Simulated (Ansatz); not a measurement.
SiC:
```
SiC
1.0
    3.07127     0.00000     0.00000
   -1.53563     2.65979     0.00000
    0.00000     0.00000     5.03641
Si C
2 2
Cartesian
  0.00000   1.77320   2.51558
  1.53563   0.88660   5.03378
  0.00000   1.77320   4.40948
  1.53563   0.88660   1.89128
```

Relaxed with HSE06.

### Question
Give the Bader charges and basin volumes of the independent atoms, HSE06 (plane waves, PAW; program Ansatz).

### Answer


```tsv
atom	Bader charge (e)	Bader volume (Å³)
Si1	+2.86	4.3
C3	-2.86	16.3
```

Space group P6_3mc (wurtzite). The HSE06 relaxation kept the symmetry of its start.

Potentials: the earlier of the program's two PAW sets.
